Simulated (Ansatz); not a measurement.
# ¹⁷O NMR of the central transition in Ba3W2O9

Cell: an entry of the Crystallography Open Database (COD), its atoms then relaxed with PBE in this cell.

Space group R-3c:H (No. 167); a = 10.1300, c = 13.9600 Å, γ = 120.00°.

| site | Wyckoff | site symmetry | x | y | z |
| --- | --- | --- | --- | --- | --- |
| Ba | 18e | .2 | 0.3382 | 0.3333 | 0.5833 |
| W | 12c | 3. | 0.0000 | 0.0000 | 0.6446 |
| O11 | 36f | 1 | 0.5048 | 0.3346 | 0.4221 |
| O23 | 18e | .2 | 0.1467 | 0.0000 | 0.2500 |

One atom of each set is listed; the run and its k-mesh use a cell of 28 atoms with edges of 7.47, 7.47, 7.47 Å.

Method: Kohn–Sham DFT in Ansatz, PBE, plane waves and PAW, with spin–orbit coupling, 420 eV cutoff, Γ-centred 3×3×3 k-points, Fermi–Dirac smearing 0.02 eV.

¹⁷O has I = 5/2 and Q = -25.58 mb (Pyykkö 2018); at 18.8 T its Larmor frequency is ν₀ = 108.6 MHz. Only the quadrupole interaction is simulated: positions count from each site's isotropic chemical shift, and J coupling is left out, as are shift anisotropy and dipolar coupling, which fast spinning averages.

Simulated pattern of one O site (fast magic-angle spinning, Gaussian broadening 0.03 kHz):

| offset (kHz) | height |
| --- | --- |
| -0.9920 | 0 |
| -0.9599 | 1 |
| -0.9279 | 7 |
| -0.8959 | 8 |
| -0.8639 | 9 |
| -0.8319 | 9 |
| -0.7999 | 9 |
| -0.7679 | 10 |
| -0.7359 | 10 |
| -0.7039 | 19 |
| -0.6719 | 35 |
| -0.6399 | 40 |
| -0.6079 | 45 |
| -0.5759 | 55 |
| -0.5439 | 87 |
| -0.5118 | 94 |
| -0.4798 | 74 |
| -0.4478 | 67 |
| -0.4158 | 64 |
| -0.3838 | 64 |
| -0.3518 | 66 |
| -0.3198 | 70 |
| -0.2878 | 78 |
| -0.2558 | 100 |
| -0.2238 | 92 |
| -0.1918 | 72 |
| -0.1598 | 62 |
| -0.1278 | 56 |
| -0.0958 | 52 |
| -0.0638 | 35 |
| -0.0317 | 4 |
| 0.0003 | 0 |

**Question.** Which |C_Q| and η does the pattern imply?

**Answer.** The pattern spans 0.893 kHz before broadening and its centre of gravity is at -0.387 kHz, which fixes P_Q; the places of the horns and steps fix η. That gives P_Q = 2.65 MHz, |C_Q| = 2.59 MHz and η = 0.36, the values that the calculation gives site O23 (2 W at 2.09 Å, angle 89°; also 4 Ba at 2.89–3.01 Å). The other sites have |C_Q| = 1.37 MHz. The sign of C_Q can't be read from the pattern.

At O23 V_zz stands upright on the plane of its two bonds (within 1°).

The database positions were far from equilibrium, so the relaxed structure may not be the compound's real one.

The run took 11 min of wall time (11 min of CPU time) and 2.2 GiB at its peak, on 1 thread of Arm Neoverse V1 (aarch64; 8 cores open to the job, memory cap 3.0 GiB, no GPU), a shared host with a load of 0.8 a core.
